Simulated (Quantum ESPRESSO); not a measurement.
```cif
data_BrLi3O
_chemical_formula_sum 'Li3 O1 Br1'
_space_group_name_H-M_alt 'P 1'
_space_group_IT_number 1
_cell_length_a 3.94864
_cell_length_b 3.94864
_cell_length_c 3.94864
_cell_angle_alpha 90.000
_cell_angle_beta 90.000
_cell_angle_gamma 90.000
loop_
_space_group_symop_operation_xyz
  'x, y, z'
loop_
_atom_site_label
_atom_site_type_symbol
_atom_site_fract_x
_atom_site_fract_y
_atom_site_fract_z
_atom_site_occupancy
Li1 Li 0.50000 0.00000 0.00000 1
Li2 Li 0.00000 0.50000 0.00000 1
Li3 Li 0.00000 0.00000 0.50000 1
O1 O 0.00000 0.00000 0.00000 1
Br1 Br 0.50000 0.50000 0.50000 1
```

The geometry is that of Materials Project entry mp-28593, symmetrised and not relaxed again.

**Question.** What does LDA (Quantum ESPRESSO, PseudoDojo norm-conserving, 84 Ry, without SOC) give for the electronic structure near the Fermi level?

**Answer.** The LDA gap is direct, 4.25 eV at M. Spin-orbit splittings are left out. The cell is held in this high symmetry; tilts and polar distortions were not searched.
